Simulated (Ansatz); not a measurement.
Relaxed-ion elastic tensor of YNbN₃ (cubic perovskite, Pm-3m) in GPa (Voigt order), the program Ansatz at the PBEsol level (PAW); density 5.76 g/cm³, 12.90 Å³ per atom.

|  | 1 | 2 | 3 | 4 | 5 | 6 |
|---|---|---|---|---|---|---|
| 1 | 432 | 99.0 | 99.0 | 0.0 | 0.0 | 0.0 |
| 2 | 99.0 | 432 | 99.0 | 0.0 | 0.0 | 0.0 |
| 3 | 99.0 | 99.0 | 432 | 0.0 | 0.0 | 0.0 |
| 4 | 0.0 | 0.0 | 0.0 | 55.3 | 0.0 | 0.0 |
| 5 | 0.0 | 0.0 | 0.0 | 0.0 | 55.3 | 0.0 |
| 6 | 0.0 | 0.0 | 0.0 | 0.0 | 0.0 | 55.3 |

**Question.** Is the crystal mechanically stable?

**Answer.** Yes: the smallest eigenvalue of C is 55.3 GPa.

**Question.** Work out the Voigt, Reuss and Hill averages.

**Answer.** K_V = 210, K_R = 210, K_H = 210; G_V = 99.7, G_R = 75.4, G_H = 87.5 GPa.

**Question.** Give Young's modulus, Poisson's ratio, Pugh's ratio and the universal anisotropy index.

**Answer.** E = 9KG/(3K + G) = 231 GPa; ν = 0.32; K/G = 2.40 (ductile by the Pugh limit of 1.75); A_U = 5G_V/G_R + K_V/K_R − 6 = 1.61.

**Question.** Estimate the sound speeds and the Debye temperature.

**Answer.** v_l = √((K + 4G/3)/ρ) = 7530 m/s, v_t = √(G/ρ) = 3900 m/s, mean 4360 m/s; Θ = (h/k)(3n/4πV)^(1/3) v_m = 554 K.

**Question.** Give the Zener ratio and Young's modulus along [100], [110] and [111].

**Answer.** A = 2C44/(C11 − C12) = 0.33; 1/E = S11 − 2(S11 − S12 − S44/2)Γ with Γ = 0, 1/4, 1/3 gives 395, 180, 152 GPa.

The start of the workflow was typed in or built on a structure type; neither database checked (COD, Materials Project) lists it. Whether it is the stable phase at ambient conditions was not checked. The cell was relaxed with PBEsol under the symmetry of its start. At this level the phase is dynamically unstable (imaginary phonons). The workflow began spin-polarised and lost its moments. As this level gives no gap, shear constants depend on the k-mesh and smearing (Fermi–Dirac, 0.1 eV here).

Potentials: the later of the program's two PAW sets.
